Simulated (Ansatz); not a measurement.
**PbSe with Cs replacing Pb: do the settings matter for the field gradients?**

This input was run with Ansatz:

```yaml
crystal:
  lattice:
    - [0.0, 9.18195, 9.18195]
    - [9.18195, 0.0, 9.18195]
    - [9.18195, 9.18195, 0.0]
  atoms:
    - { symbol: Cs, position: [0.0, 0.0, 0.0] }
    - { symbol: Pb, position: [0.0, 0.0, 0.3333333333] }
    - { symbol: Pb, position: [0.0, 0.0, 0.6666666667] }
    - { symbol: Pb, position: [0.0, 0.3333333333, 0.0] }
    - { symbol: Pb, position: [0.0, 0.3333333333, 0.3333333333] }
    - { symbol: Pb, position: [0.0, 0.3333333333, 0.6666666667] }
    - { symbol: Pb, position: [0.0, 0.6666666667, 0.0] }
    - { symbol: Pb, position: [0.0, 0.6666666667, 0.3333333333] }
    - { symbol: Pb, position: [0.0, 0.6666666667, 0.6666666667] }
    - { symbol: Pb, position: [0.3333333333, 0.0, 0.0] }
    - { symbol: Pb, position: [0.3333333333, 0.0, 0.3333333333] }
    - { symbol: Pb, position: [0.3333333333, 0.0, 0.6666666667] }
    - { symbol: Pb, position: [0.3333333333, 0.3333333333, 0.0] }
    - { symbol: Pb, position: [0.3333333333, 0.3333333333, 0.3333333333] }
    - { symbol: Pb, position: [0.3333333333, 0.3333333333, 0.6666666667] }
    - { symbol: Pb, position: [0.3333333333, 0.6666666667, 0.0] }
    - { symbol: Pb, position: [0.3333333333, 0.6666666667, 0.3333333333] }
    - { symbol: Pb, position: [0.3333333333, 0.6666666667, 0.6666666667] }
    - { symbol: Pb, position: [0.6666666667, 0.0, 0.0] }
    - { symbol: Pb, position: [0.6666666667, 0.0, 0.3333333333] }
    - { symbol: Pb, position: [0.6666666667, 0.0, 0.6666666667] }
    - { symbol: Pb, position: [0.6666666667, 0.3333333333, 0.0] }
    - { symbol: Pb, position: [0.6666666667, 0.3333333333, 0.3333333333] }
    - { symbol: Pb, position: [0.6666666667, 0.3333333333, 0.6666666667] }
    - { symbol: Pb, position: [0.6666666667, 0.6666666667, 0.0] }
    - { symbol: Pb, position: [0.6666666667, 0.6666666667, 0.3333333333] }
    - { symbol: Pb, position: [0.6666666667, 0.6666666667, 0.6666666667] }
    - { symbol: Se, position: [0.1666666667, 0.1666666667, 0.1666666667] }
    - { symbol: Se, position: [0.1666666667, 0.1666666667, 0.5] }
    - { symbol: Se, position: [0.1666666667, 0.1666666667, 0.8333333333] }
    - { symbol: Se, position: [0.1666666667, 0.5, 0.1666666667] }
    - { symbol: Se, position: [0.1666666667, 0.5, 0.5] }
    - { symbol: Se, position: [0.1666666667, 0.5, 0.8333333333] }
    - { symbol: Se, position: [0.1666666667, 0.8333333333, 0.1666666667] }
    - { symbol: Se, position: [0.1666666667, 0.8333333333, 0.5] }
    - { symbol: Se, position: [0.1666666667, 0.8333333333, 0.8333333333] }
    - { symbol: Se, position: [0.5, 0.1666666667, 0.1666666667] }
    - { symbol: Se, position: [0.5, 0.1666666667, 0.5] }
    - { symbol: Se, position: [0.5, 0.1666666667, 0.8333333333] }
    - { symbol: Se, position: [0.5, 0.5, 0.1666666667] }
    - { symbol: Se, position: [0.5, 0.5, 0.5] }
    - { symbol: Se, position: [0.5, 0.5, 0.8333333333] }
    - { symbol: Se, position: [0.5, 0.8333333333, 0.1666666667] }
    - { symbol: Se, position: [0.5, 0.8333333333, 0.5] }
    - { symbol: Se, position: [0.5, 0.8333333333, 0.8333333333] }
    - { symbol: Se, position: [0.8333333333, 0.1666666667, 0.1666666667] }
    - { symbol: Se, position: [0.8333333333, 0.1666666667, 0.5] }
    - { symbol: Se, position: [0.8333333333, 0.1666666667, 0.8333333333] }
    - { symbol: Se, position: [0.8333333333, 0.5, 0.1666666667] }
    - { symbol: Se, position: [0.8333333333, 0.5, 0.5] }
    - { symbol: Se, position: [0.8333333333, 0.5, 0.8333333333] }
    - { symbol: Se, position: [0.8333333333, 0.8333333333, 0.1666666667] }
    - { symbol: Se, position: [0.8333333333, 0.8333333333, 0.5] }
    - { symbol: Se, position: [0.8333333333, 0.8333333333, 0.8333333333] }
total_charge: -1
kpoints:
  mp_grid: { grid: [2, 2, 2], shift: [0.5, 0.5, 0.5] }
scf:
  occupations: { method: fermi_dirac, width: 0.01 }
hamiltonian:
  xc: r2scan
  pseudopotentials: { kind: paw }
output:
  forces: true
  stress: true
  populations: true
  efg:
    quadrupole_moments_barn: { Cs: -0.00343 }
    contact_densities: true
```

It converged. Of its output the block on the nuclei alone is shown, without the SCF iterations, energies, forces and stress (one atom of each set):

```
--- PAW observables at the nuclei: V_zz in 10²¹ V/m², potentials from the cell's mean, atoms counted from 1 ---
  atom   1  Cs V_zz =    +0.167596   η = 0.0000   by run symmetry: allowed   C_q = -0.0139 MHz
            electrostatic potential = -9379.074594 V   contact ρ = 1899512.871190 e/Å³
  atom   2  Pb V_zz =    +2.601870   η = 0.2313   by run symmetry: allowed
            electrostatic potential = -17478.906216 V   contact ρ = 16525698.323771 e/Å³
  atom   5  Pb V_zz =    -0.888666   η = 0.1217   by run symmetry: allowed
            electrostatic potential = -17478.848938 V   contact ρ = 16525700.454069 e/Å³
  atom   6  Pb V_zz =    +2.608517   η = 0.3034   by run symmetry: allowed
            electrostatic potential = -17478.906581 V   contact ρ = 16525698.445492 e/Å³
  atom  14  Pb V_zz =    -0.966887   η = 0.0000   by run symmetry: allowed
            electrostatic potential = -17478.849228 V   contact ρ = 16525700.360476 e/Å³
  atom  15  Pb V_zz =    -8.218271   η = 0.0887   by run symmetry: allowed
            electrostatic potential = -17479.051423 V   contact ρ = 16525706.804913 e/Å³
  atom  28  Se V_zz =    -0.035331   η = 0.0000   by run symmetry: allowed
            electrostatic potential = -4713.287514 V   contact ρ = 262660.290555 e/Å³
  atom  29  Se V_zz =    +0.018603   η = 0.5042   by run symmetry: allowed
            electrostatic potential = -4713.287441 V   contact ρ = 262660.292094 e/Å³
  atom  30  Se V_zz =   -10.936834   η = 0.0051   by run symmetry: allowed
            electrostatic potential = -4713.620681 V   contact ρ = 262661.046585 e/Å³
  atom  32  Se V_zz =    +0.984123   η = 0.1523   by run symmetry: allowed
            electrostatic potential = -4713.340848 V   contact ρ = 262660.363127 e/Å³
  atom  33  Se V_zz =    +0.968031   η = 0.1572   by run symmetry: allowed
            electrostatic potential = -4713.339373 V   contact ρ = 262660.341212 e/Å³
  atom  41  Se V_zz =    +0.150980   η = 0.0000   by run symmetry: allowed
            electrostatic potential = -4713.586211 V   contact ρ = 262661.606262 e/Å³
```

Task: Can these gradients be trusted, and how do they compare with a run on standard settings?

Result: As results of these settings, within the limits told below. Against the standard input the change is `kpoints.mp_grid.shift`: not typed → [0.5, 0.5, 0.5]; `hamiltonian.xc`: pbe → r2scan. A site carries the number of its first atom; V_zz in 10²¹ V/m².

```json
{"site": "Cs", "V_zz standard": "0.00", "η standard": "–", "V_zz here": "0.17", "η here": "0.00"}
{"site": "Pb2", "V_zz standard": "2.01", "η standard": "0.05", "V_zz here": "2.60", "η here": "0.23"}
{"site": "Pb6", "V_zz standard": "2.01", "η standard": "0.05", "V_zz here": "2.61", "η here": "0.30"}
{"site": "Pb5", "V_zz standard": "-0.068", "η standard": "0.00", "V_zz here": "-0.89", "η here": "0.12"}
{"site": "Pb14", "V_zz standard": "-0.068", "η standard": "0.00", "V_zz here": "-0.97", "η here": "0.00"}
{"site": "Pb15", "V_zz standard": "-7.34", "η standard": "0.00", "V_zz here": "-8.22", "η here": "0.09"}
{"site": "Se28", "V_zz standard": "<0.005", "η standard": "–", "V_zz here": "-0.035", "η here": "0.00"}
{"site": "Se30", "V_zz standard": "-11.17", "η standard": "0.00", "V_zz here": "-10.94", "η here": "0.01"}
{"site": "Se32", "V_zz standard": "0.94", "η standard": "0.37", "V_zz here": "0.98", "η here": "0.15"}
{"site": "Se33", "V_zz standard": "0.94", "η standard": "0.37", "V_zz here": "0.97", "η here": "0.16"}
{"site": "Se41", "V_zz standard": "0.00", "η standard": "–", "V_zz here": "0.15", "η here": "0.00"}
```

The largest change of V_zz along a kept axis is on Pb14, from -0.068 to -0.97. In per cent, |V_zz| changes by +12 to +30 on Pb, -2 to +4 on Se (all sites that start above 0.5). Where |V_zz| stays above 0.1 and the axes keep their order, η moves most on Pb6, from 0.05 to 0.30. On Pb5 the largest principal value lies along another axis in the second run, so the two V_zz can't be compared directly. Sites with |V_zz| of 0.02 or less aren't listed. The cutoff that the program takes moves with it, from 420 to 500 eV. Symmetry makes η zero on Pb5, Pb15; the changed mesh lacks the crystal's symmetry, and the η that it gives there is an artefact. SCF iterations: 8 and 8. New warnings: symmetry narrowed by mesh.

On the reference run: The defect repeats with the cell of 54 atoms, so it feels its images: sites between two images don't show the values beside a lone defect, and zeros or small values of η there can come from the images' arrangement. A uniform background compensates the cell's charge. Spin–orbit coupling is left out, which shifts gradients on Pb by a few per cent in wide-gap crystals, and can shift them far more where the calculated gap is small or absent, as here. With a gap of 0.5 eV on this mesh, small gradients can still move by 0.1 × 10²¹ V/m² or more as the k-mesh gets denser. The neighbours have not yet relaxed around the defect (largest force 1.2 eV/Å), so a real crystal will differ.
